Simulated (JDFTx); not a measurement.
An input for a modified build of JDFTx (Re(0001), linear PCM (GLSSA13), water, 3 M NaF; bohr, hartree) and the course of its log:

```
lattice \
  5.2257354871 2.6128677530 0.0000000000 \
  0.0000000000 4.5256196991 0.0000000000 \
  0.0000000000 0.0000000000 58.0145920260
coords-type Lattice
ion Re 0.6666666668 0.6666666668 -0.1092894140 0
ion Re 0.0000000002 0.0000000002 -0.0364298050 0
ion Re 0.6666666668 0.6666666668 0.0364298050 0
ion Re 0.0000000002 0.0000000002 0.1092894140 0
ion-species pseudo/re_pbe_v1.2.upf
elec-cutoff 20 100
elec-ex-corr gga-PBE
coulomb-interaction Slab 001
coulomb-truncation-embed 0 0 0
kpoint-folding 8 8 1
elec-smearing Fermi 0.01
elec-n-bands 41
electronic-scf nIterations 100 energyDiffThreshold 1e-08
fluid LinearPCM
pcm-variant GLSSA13
fluid-solvent H2O
fluid-cation Na+ 3
fluid-anion F- 3
fluid-minimize nIterations 400 knormThreshold 1e-11
wavefunction read vac.wfns
elec-initial-eigenvals vac.eigenvals
dump-name f3.$VAR
dump End State Ecomponents EigStats BandEigs Forces ElecDensity IonicPositions Fillings Kpoints Dtot FluidDebug BoundCharge FluidDensity
```

```
[one cycle in 5 is shown, and the last three; fluid-solver lines are left out]
	FillingsUpdate:  mu: -0.175092188  nElectrons: 60.000000
SCF: Cycle:  0   F: -319.138926110466912   dF: -9.827e-06   |Residual|: 7.110e-04   |deigs|: 4.369e-05
	FillingsUpdate:  mu: -0.174265777  nElectrons: 60.000000
SCF: Cycle:  5   F: -319.138933823792627   dF: -1.114e-08   |Residual|: 5.165e-05   |deigs|: 4.061e-05
	FillingsUpdate:  mu: -0.174224248  nElectrons: 60.000000
SCF: Cycle: 10   F: -319.138933832008604   dF: -1.946e-08   |Residual|: 3.964e-05   |deigs|: 3.390e-05
	FillingsUpdate:  mu: -0.174195750  nElectrons: 60.000000
SCF: Cycle: 15   F: -319.138933813109190   dF: +4.209e-08   |Residual|: 3.957e-05   |deigs|: 6.738e-05
	FillingsUpdate:  mu: -0.174232789  nElectrons: 60.000000
SCF: Cycle: 20   F: -319.138933858785947   dF: +1.934e-08   |Residual|: 2.482e-05   |deigs|: 8.503e-06
	FillingsUpdate:  mu: -0.174259936  nElectrons: 60.000000
SCF: Cycle: 25   F: -319.138933855134724   dF: +1.439e-08   |Residual|: 2.461e-05   |deigs|: 3.330e-05
	FillingsUpdate:  mu: -0.174236899  nElectrons: 60.000000
SCF: Cycle: 30   F: -319.138933861606176   dF: +1.747e-08   |Residual|: 2.500e-05   |deigs|: 3.889e-06
	FillingsUpdate:  mu: -0.174256799  nElectrons: 60.000000
SCF: Cycle: 35   F: -319.138933860112616   dF: +8.102e-09   |Residual|: 2.319e-05   |deigs|: 3.094e-05
	FillingsUpdate:  mu: -0.174244416  nElectrons: 60.000000
SCF: Cycle: 40   F: -319.138933731549400   dF: +1.488e-07   |Residual|: 8.082e-05   |deigs|: 8.337e-06
	FillingsUpdate:  mu: -0.174238046  nElectrons: 60.000000
SCF: Cycle: 45   F: -319.138933861046098   dF: +1.913e-08   |Residual|: 2.666e-05   |deigs|: 5.525e-06
	FillingsUpdate:  mu: -0.174257995  nElectrons: 60.000000
SCF: Cycle: 50   F: -319.138933856854919   dF: +1.252e-08   |Residual|: 2.393e-05   |deigs|: 3.199e-05
	FillingsUpdate:  mu: -0.174215096  nElectrons: 60.000000
SCF: Cycle: 55   F: -319.138933857908910   dF: +2.579e-09   |Residual|: 2.525e-05   |deigs|: 4.198e-05
	FillingsUpdate:  mu: -0.174274484  nElectrons: 60.000000
SCF: Cycle: 60   F: -319.138933665372917   dF: +2.058e-07   |Residual|: 7.073e-05   |deigs|: 4.993e-05
	FillingsUpdate:  mu: -0.174228062  nElectrons: 60.000000
SCF: Cycle: 65   F: -319.138933862620092   dF: -3.309e-08   |Residual|: 2.725e-05   |deigs|: 3.643e-05
	FillingsUpdate:  mu: -0.174258405  nElectrons: 60.000000
SCF: Cycle: 70   F: -319.138933857110658   dF: +1.310e-08   |Residual|: 2.355e-05   |deigs|: 3.261e-05
	FillingsUpdate:  mu: -0.174229940  nElectrons: 60.000000
SCF: Cycle: 75   F: -319.138933870766095   dF: -2.219e-08   |Residual|: 2.030e-05   |deigs|: 3.334e-05
	FillingsUpdate:  mu: -0.174244887  nElectrons: 60.000000
SCF: Cycle: 80   F: -319.138933879935507   dF: -5.587e-08   |Residual|: 7.695e-06   |deigs|: 9.958e-06
	FillingsUpdate:  mu: -0.174230839  nElectrons: 60.000000
SCF: Cycle: 85   F: -319.138933876478404   dF: -6.183e-08   |Residual|: 1.490e-05   |deigs|: 1.970e-05
	FillingsUpdate:  mu: -0.174272688  nElectrons: 60.000000
SCF: Cycle: 90   F: -319.138933691922546   dF: +1.807e-07   |Residual|: 6.554e-05   |deigs|: 4.444e-05
	FillingsUpdate:  mu: -0.174229280  nElectrons: 60.000000
SCF: Cycle: 95   F: -319.138933874819145   dF: -6.132e-08   |Residual|: 1.756e-05   |deigs|: 2.070e-05
	FillingsUpdate:  mu: -0.174228948  nElectrons: 60.000000
SCF: Cycle: 97   F: -319.138933871040592   dF: -5.613e-08   |Residual|: 2.036e-05   |deigs|: 2.098e-05
	FillingsUpdate:  mu: -0.174275921  nElectrons: 60.000000
SCF: Cycle: 98   F: -319.138933668124253   dF: +2.029e-07   |Residual|: 6.949e-05   |deigs|: 5.012e-05
	FillingsUpdate:  mu: -0.174232557  nElectrons: 60.000000
SCF: Cycle: 99   F: -319.138933871863173   dF: -2.037e-07   |Residual|: 2.226e-05   |deigs|: 4.617e-05
SCF: None of the convergence criteria satisfied after 100 iterations.
IonicMinimize: Iter:   0  F: -319.138933871863173  |grad|_K:  0.000e+00
IonicMinimize: Converged (|grad|_K<1.000000e-04).
```

This run gave no converged result. The loop ran out of cycles short of its threshold. It has stalled and not diverged: the last ten energies span 2e-07 Ha, so the total is near its end, but levels, forces and charges aren't shown converged.
